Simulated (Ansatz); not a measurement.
Si2MoN4:
```xyz
14
Lattice="2.8871 0.0000 0.0000 -1.4436 2.5003 0.0000 0.0000 0.0000 20.8281" Properties=species:S:1:pos:R:3 pbc="T T T"
Mo     0.0000     1.6669     5.2070
Mo     1.4436     0.8334    15.6211
N      1.4436     0.8334     6.4498
N      0.0000     1.6669    16.8638
N      0.0000     1.6669    14.3783
N      1.4436     0.8334     3.9643
Si     1.4436     0.8334     8.1825
Si     0.0000     1.6669    18.5965
Si     0.0000     1.6669    12.6456
Si     1.4436     0.8334     2.2316
N      0.0000     0.0000     8.6769
N      0.0000     0.0000    19.0910
N      0.0000     0.0000    12.1512
N      0.0000     0.0000     1.7371
```

The program Ansatz at the r²SCAN+D4 level (PAW) gives a gap of 1.84 eV without spin–orbit coupling, maximum at Γ, minimum on the H–K line, 6 % of the way from H.

Problem. What happens when spin–orbit coupling is switched on?

Solution. The gap hardly moves, to 1.84 eV; maximum at Γ, minimum on the H–K line, 6 % of the way from H.

Problem. Give the hole effective mass with spin–orbit coupling.

Solution. 1.1, 1.1, 1.4 mₑ (principal values).

Space group P6_3/mmc. The start of the workflow was typed in or built on a structure type; neither database checked (COD, Materials Project) lists it. Its standing as an ambient phase is unchecked. The r²SCAN+D4 relaxation kept the symmetry of its start; whether a distortion lowers the energy is not shown. The workflow began spin-polarised and lost its moments.

Potentials: the earlier of the program's two PAW sets.
